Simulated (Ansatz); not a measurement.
Computed properties of Au

Au:
```yaml
crystal:
  lattice:
    - [2.87546, 0.00000, 0.00000]
    - [-1.43773, 2.49022, 0.00000]
    - [0.00000, 0.00000, 4.75717]
  atoms:
    - { symbol: Au, position: [0.33333, 0.66667, 0.75000] }
    - { symbol: Au, position: [0.66667, 0.33333, 0.25000] }
```

Space group P6_3/mmc (No. 194), hcp (Mg type); conventional cell a = b = 2.8755 Å, c = 4.7572 Å, α = β = 90.00°, γ = 120.00°.

Method: plane-wave PAW PBEsol (Ansatz code). Geometry: relaxed at this level of theory. Other levels are named where they apply.

### Cell and energy

```yaml
volume_per_atom: 17.03 Å³
density: 19.20 g/cm³
```

### Electronic structure

```yaml
electronic_character: metallic (no gap)
Density of states at the Fermi level: 0.30 states/eV per atom (mean over ±0.08 eV)
Gap with spin–orbit coupling: none (metallic)
```

### Mechanics

```yaml
Bulk modulus (Birch–Murnaghan fit): 172 GPa
Pressure derivative B′: 5.9
Elastic constants (relaxed ions, GPa): C11 = 214, C12 = 165, C13 = 140, C33 = 238, C44 = 27.2
mechanical_stability: stable (all eigenvalues of C positive)
hill_bulk_and_shear_moduli: 173 and 29.4 GPa
Young's modulus: 83.4 GPa
Poisson's ratio: 0.42
debye_temperature_from_the_elastic_constants: 162 K
```

### Phonons

```yaml
highest_zone_centre_frequency: 150 cm⁻¹
zone_centre_stability: no imaginary mode at Γ
```

The workflow started from an entry of the Crystallography Open Database (COD), which files this formula under 2 space groups. It is not the phase usual at ambient conditions (space group No. 225). Symmetry was held in the PBEsol relaxation. As this level gives no gap, shear constants depend on the k-mesh and smearing (Fermi–Dirac, 0.1 eV here). As this level gives no gap, phonon frequencies hold no LO–TO term and depend on the k-mesh and smearing (Fermi–Dirac, 0.1 eV here). Axis ratios of metals converge slowly with the k-mesh, so a and c are less sure than the volume. On the denser mesh and wider smearing of the elastic run this cell carries a stress of 0.8 GPa. Scalar-relativistic: spin–orbit coupling is off unless named, which matters more the heavier the elements.

Potentials: the earlier of the program's two PAW sets.
